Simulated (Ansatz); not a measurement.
Problem. Name crystals whose computed values (plane-wave PAW LDA (Ansatz code)) fall in these windows: highest Γ mode, no LO–TO term (cm⁻¹) 190 to 230; Θ_D (K) 300 to 370.

Solution. 

```csv
crystal,"highest Γ mode, no LO–TO term (cm⁻¹)",Θ_D (K)
"SnPd3, Cu3Au type",214,331
"ScIr, CsCl type",214,304
"KF, rock salt",211,353
"CaSe, rock salt",192,347
"YAs, rock salt",195,361
```
Others may fit too.

Standing as an ambient phase not checked: SnPd3, Cu3Au type; ScIr, CsCl type; YAs, rock salt. All cells were relaxed under the symmetry of their starts (and spin orders); stability against distortions was not tested throughout. Rows with no word on spin ran without spin polarisation. Scalar-relativistic: spin–orbit coupling is off unless named, which matters more the heavier the elements.

Potentials: the later of the program's two PAW sets.
